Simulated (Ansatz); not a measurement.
Computed with Ansatz, DFT PBE, scalar-relativistic, plane waves, PAW. All cells share a 420 eV cutoff and Γ-centred k meshes spaced at most about 0.3 Å⁻¹ (about 0.25 or finer for metals, 2π included). No spin polarisation in the final relaxations.

All energies are static (0 K, no zero-point motion). All come from trial cells, and lower structures may exist.

**Question.** These unrelaxed guesses for Al2P are each relaxed within their symmetry. Order them by the energy at which they end, lowest first.
A.

```xyz
6
Lattice="6.5052 0.0000 0.0000 0.0000 6.5052 0.0000 0.0000 0.0000 3.2310" Properties=species:S:1:pos:R:3 pbc="T T T"
Al    1.8154    1.8154    0.0000
Al    4.6898    4.6898    0.0000
Al    5.0680    1.4372    1.6155
Al    1.4372    5.0680    1.6155
P     0.0000    0.0000    0.0000
P     3.2526    3.2526    1.6155
```

B.

```xyz
6
Lattice="0.0000 3.7314 3.7314 3.7314 0.0000 3.7314 3.7314 3.7314 0.0000" Properties=species:S:1:pos:R:3 pbc="T T T"
Al    4.6643    2.7986    2.7986
Al    2.7986    2.7986    4.6643
Al    2.7986    4.6643    2.7986
Al    4.6643    4.6643    4.6643
P     0.0000    0.0000    0.0000
P     1.8657    1.8657    1.8657
```

**Answer.** A (ends in P4_2/mnm, anti-rutile type, 0 meV/atom), B (ends in Fd-3m, cubic Laves (C15) type, 203 meV/atom). Even the lowest end lies +0.24 eV/atom against the elements.

Cells relaxed within their symmetry can be saddle points. Some candidate types were left out of the draw beforehand, so a known form may be missing.
